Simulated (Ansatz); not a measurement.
GeTePb$_{2}$Se$_{2}$:
```yaml
crystal:
  lattice:
    - [4.28806, 0.00000, 0.00000]
    - [-2.14403, 3.71357, 0.00000]
    - [0.00000, 0.00000, 10.89523]
  atoms:
    - { symbol: Ge, position: [0.00000, 0.00000, 0.00189] }
    - { symbol: Te, position: [0.66667, 0.33333, 0.86519] }
    - { symbol: Pb, position: [0.66667, 0.33333, 0.31074] }
    - { symbol: Pb, position: [0.33333, 0.66667, 0.65023] }
    - { symbol: Se, position: [0.33333, 0.66667, 0.16600] }
    - { symbol: Se, position: [0.00000, 0.00000, 0.50594] }
```

Relaxed with r²SCAN+D4. Special points in fractions of this cell's reciprocal vectors: Γ (0.000, 0.000, 0.000); M (0.500, 0.000, 0.000); K (0.333, 0.333, 0.000); A (0.000, 0.000, 0.500); L (0.500, 0.000, 0.500); H (0.333, 0.333, 0.500).

Task: List the band energies nearest the valence-band maximum at these points for DFT-r²SCAN+D4 in the program Ansatz with PAW potentials.

Result: In eV from the valence-band maximum; about four levels below and three above (degenerate sets whole), none deeper than 8.9 eV; points with the same levels are listed once.

```tsv
k	below	above
Γ	-1.28 -1.28 -0.51 -0.41	1.61 2.01 2.01
M	-2.36 -1.93 -1.41 -1.21	2.18 2.27 2.77
K	-2.36 -2.04 -1.79 -1.45	2.91 2.93 3.02
A	-1.25 -1.25 -1.06 -0.09	1.26 1.76 1.76
L	-2.59 -1.56 -1.55 0.00	0.85 1.66 1.96
H	-3.32 -1.01 -0.77 -0.66	1.68 1.83 1.99
```

Space group P3m1. The workflow started from a Materials Project entry (that database holds measured and hypothetical structures alike); the Crystallography Open Database copy checked does not list it. Its standing as an ambient phase is unchecked. The r²SCAN+D4 relaxation kept the symmetry of its start; whether a distortion lowers the energy is not shown. Spin–orbit coupling is left out wherever it is not named.

Potentials: the later of the program's two PAW sets.
